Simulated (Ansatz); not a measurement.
Calculated field gradients at the nuclei for MnAs₃H₄S₆N

The cell is a refined structure from the COD, its atoms then relaxed with PBE in this cell.

```
CELL_PARAMETERS angstrom
4.59360 2.65212 3.61797
-4.59360 2.65212 3.61797
0.00000 -5.30423 3.61797
ATOMIC_POSITIONS crystal
Mn 0.78665 0.78665 0.78665
H 0.31773 0.12063 0.14324
H 0.14324 0.31773 0.12063
H 0.12063 0.14324 0.31773
H 0.06869 0.06869 0.06869
As 0.68649 0.27408 0.54071
As 0.54071 0.68649 0.27408
As 0.27408 0.54071 0.68649
S 0.57529 0.42735 0.85596
S 0.85596 0.57529 0.42735
S 0.42735 0.85596 0.57529
S 0.96037 0.10313 0.64884
S 0.64884 0.96037 0.10313
S 0.10313 0.64884 0.96037
N 0.16390 0.16390 0.16390
```

Atom numbers follow the list; atoms alike are taken as one site, whose name carries the number of the first.

Level of theory: DFT, PBE, plane waves and PAW, scalar-relativistic, collinear spin, 420 eV cutoff, Γ-centred 5×5×5 k-points, Fermi–Dirac smearing 0.02 eV (Ansatz 0.2.0). Start moments as typed (μB): 5 on each Mn, none on the rest.

C_Q = eQV_zz/h, which is 24.18 MHz for Q = 1 b and V_zz = 10²¹ V/m²; η = (V_xx − V_yy)/V_zz. Directions are in the Cartesian axes of the cell vectors above, for the atom listed; none is given where the gradient is under 0.02 or η is above 0.95.

**Question.** Which values are expected at the nuclei?

**Answer.** 

```csv
site,first atom,first shell,V_zz (10²¹ V/m²),η,"direction of V_zz (x, y, z)"
Mn,1,6 S at 2.49–2.70 Å,1.07,0.00,0.00 0.00 1.00
H2,2,1 N at 1.04 Å,2.70,0.00,0.86 0.39 0.33
H5,5,1 N at 1.03 Å,3.03,0.00,0.00 0.00 1.00
As,6,3 S at 2.20–2.36 Å,-18.78,0.26,0.57 -0.07 0.82
S9,9,"2 As at 2.34–2.36 Å, 1 Mn at 2.70 Å; also 1 As at 3.14 Å",-13.75,0.26,-0.28 0.79 0.55
S12,12,"1 As at 2.20 Å, 1 Mn at 2.49 Å, angle 100°",17.40,0.34,0.95 -0.16 0.26
N,15,4 H at 1.03–1.04 Å,0.085,0.00,0.00 0.00 1.00
```

An axis of threefold or higher order runs through Mn, H5 and N, so V_zz lies along it and η is zero. At H2 V_zz points along its bond to N (within 1°). At S12 V_zz points along the shorter of its two bonds, to As (within 6°).

The lattice is static: at room temperature ammonium may turn and average the couplings of its hydrogen. The entry's hydrogen positions were far off; the other atoms hardly move on relaxation. All moments are parallel here, as the start or the cell imposes; many such compounds order antiparallel, where fields and spin densities carried over to other atoms largely cancel. The magnetic order is the one that the run reached from its start moments, not necessarily the measured one.

The relaxation (9 steps) took 15 min of wall time (15 min of CPU time) and 1.1 GiB at its peak, on 1 thread of Arm Neoverse V1 (aarch64; 8 cores open to the job, memory cap 3.0 GiB, no GPU), a shared host with a load of 0.8 a core.
